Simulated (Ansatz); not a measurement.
The relaxed structure here is a generated cell of Zr3Si: the first start was made by placing the elements on the sites of a structure type, and the end was not matched to a known phase here, so it may be hypothetical.

The start is a generated trial cell of Zr3Si. The cell and all atomic positions are relaxed at zero pressure with r2SCAN (plane waves to 500 eV, PAW, scalar-relativistic; Ansatz, a program for electronic structure). First-step values are on the input's coarse k-mesh.

Ansatz input (later rounds restart from its end on a renewed k-mesh):
Ansatz 0.2 input:
```yaml
crystal:
  lattice:
    - [4.7334551, 0, 0]
    - [0, 4.7334551, 0]
    - [0, 0, 4.8278408]
  atoms:
    - { symbol: Si, position: [0.5, 0.5, 0.5] }
    - { symbol: Zr, position: [0, 0, 0.5] }
    - { symbol: Zr, position: [0.5, 0, 0] }
    - { symbol: Zr, position: [0, 0.5, 0] }
basis: { ecutwfc: 500, ecutrho_ratio: 4, xc_grid: 4, fft_grid_basis: typed }
kpoints: { mp_grid: { grid: [5, 5, 5] } }
hamiltonian:
  xc: r2scan
  dispersion: none
  pseudopotentials: { kind: paw }
scf: { occupations: { method: fermi_dirac, width: 0.05 } }
relax: { f_tol: 0.01, max_steps: 100, cell: { stress_tol: 0.02 } }
output: { forces: true, stress: true }
```

```json
{
  "outcome": "The space group goes from P4/mmm (No. 123) to Pm-3m (No. 221); the end is Cu3Au type, with 4 atoms in the primitive cell",
  "volume_change": "-26.3 %, from 27.04 to 19.94 Å³/atom",
  "Shortest distances (start → end)": "The closest pairs of elements (up to four, under 3.6 Å), start → end: Si–Zr 3.35 → 3.04 Å; Zr–Zr 3.35 → 3.04 Å",
  "band_gap_at_the_end": "zero (metallic)",
  "optimiser_moves": "10"
}
```

Final structure:

Space group Pm-3m (No. 221); a = 4.3047 Å, b = 4.3047 Å, c = 4.3047 Å, α = 90.00°, β = 90.00°, γ = 90.00°

| atom | site | symmetry | x | y | z |
|---|---|---|---|---|---|
| Si | 1b | m-3m | 0.5000 | 0.5000 | 0.5000 |
| Zr | 3d | 4/mm.m | 0.0000 | 0.0000 | 0.5000 |

Final values are on a 11×11×11 k-mesh of the relaxed cell. No spin polarisation in the result.

The run could not lose the symmetry of its start; a randomly shaken copy of 8 atoms returns to this structure.

All atoms sit on sites fixed by symmetry, so only the cell could relax.
